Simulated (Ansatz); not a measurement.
HfC:
Space group F-43m (No. 216); a = b = c = 4.9960 Å, α = β = γ = 90.00°

```json
[
 {"atom": "Hf", "site": "4a", "symmetry": "-43m", "x": "0.0000", "y": "0.0000", "z": "0.0000"},
 {"atom": "C", "site": "4d", "symmetry": "-43m", "x": "0.7500", "y": "0.7500", "z": "0.7500"}
]
```
(The calculation used a cell of 2 atoms; values per cell refer to that cell.)

This is the PBEsol-relaxed structure.

Question: All from PBEsol (plane waves, PAW; program Ansatz), unless another level is named. Predict the highest zone-centre frequency (without LO–TO term).

Answer: 16.75 THz.

Question: Predict the Hill bulk and shear moduli.

Answer: 163 and 24.3 GPa.

The start of the workflow was typed in or built on a structure type; neither database checked (COD, Materials Project) lists it. It is not the phase usual at ambient conditions (space group No. 225). The cell was relaxed with PBEsol under the symmetry of its start; whether a distortion lowers the energy is not shown. No spin polarisation was allowed. Spin–orbit coupling is left out wherever it is not named.

Potentials: the earlier of the program's two PAW sets. The files were generated under PBE; for other functionals the program regenerates the frozen cores, and for LDA and PBEsol the local potential too.
